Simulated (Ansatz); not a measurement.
Nb₂C in space group Pnma (No. 62; Nb on 4c, Nb on 4c, C on 4c) at seven volumes, plane-wave PAW PBEsol (Ansatz code), shape and atoms relaxed at each. One row is withheld.

| V (Å³/atom) | P (GPa) |
|---|---|
| 12.534 | 27.32 |
| 12.947 | 16.84 |
| 13.360 | 7.79 |
| 13.773 | 0.00 |
| 14.186 | -6.66 |
| 14.600 | ? |
| 15.013 | -17.11 |

Question: Fit the shown pressures and predict the withheld one.

Answer: P = (3/2)B₀(x^(7/2) − x^(5/2))[1 + (3/4)(B′ − 4)(x − 1)] with x = (V₀/V)^(2/3). Least squares on the six rows gives V₀ = 13.774 Å³/atom, B₀ = 238 GPa, B′ = 4.16. At V = 14.600, x = 0.9619 and P = -12.28 GPa. The run itself gave -12.33 GPa.

The first step of the workflow began from a Materials Project structure, measured or hypothetical; the Crystallography Open Database copy checked does not list it. Its standing as an ambient phase is unchecked. Symmetry was held in the PBEsol relaxation; of distortions, only those at the zone centre were tested. The run is not spin-polarised.

Potentials: the later of the program's two PAW sets.
